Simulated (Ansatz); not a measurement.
CO$_{2}$ in space group P4_2/mnm (No. 136; C on 2b, O on 4g), r²SCAN+D4 (plane waves, PAW; program Ansatz). The conduction-band minimum lies at Γ, with 1 equivalent valley. Second derivatives d²E/dk² of the lowest band at one valley (eV·Å²), along Cartesian directions:

```
direction  d²E/dk²
---------  -------
[100]        11.69
[010]        11.69
[001]        9.139
[110]        11.69
[101]        10.42
[011]        10.42
```

Q: Find the principal effective masses, the density-of-states mass and the conductivity mass.

A: Off-diagonal terms follow from H_xy = H[110] − (H_xx + H_yy)/2, and m*/mₑ = 7.620 eV·Å² over each eigenvalue: 0.65, 0.65, 0.83. One valley's DOS mass (m₁m₂m₃)^(1/3) = 0.71, conductivity mass 3/(Σ 1/mᵢ) = 0.70 mₑ.

Q: What effective density of states Nc follows at 300 K for parabolic valleys?

A: Nc = 2.509e19 × 1 × (0.71)^(3/2) ≈ 1.5e19 cm⁻³.

The first step of the workflow began from a Materials Project structure, measured or hypothetical; the Crystallography Open Database copy checked does not list it. COD files the formula under space group No. 122, 205, so this cell is another polymorph or a model. The r²SCAN+D4 relaxation kept the symmetry of its start; whether a distortion lowers the energy is not shown. The substance is a gas or liquid at ambient conditions. Point labels and valley counts follow the cell and symmetry of the run, lower than the named group.

Potentials: the later of the program's two PAW sets.

Edges and masses are those of Kohn–Sham bands, whose gap is no quasiparticle gap.
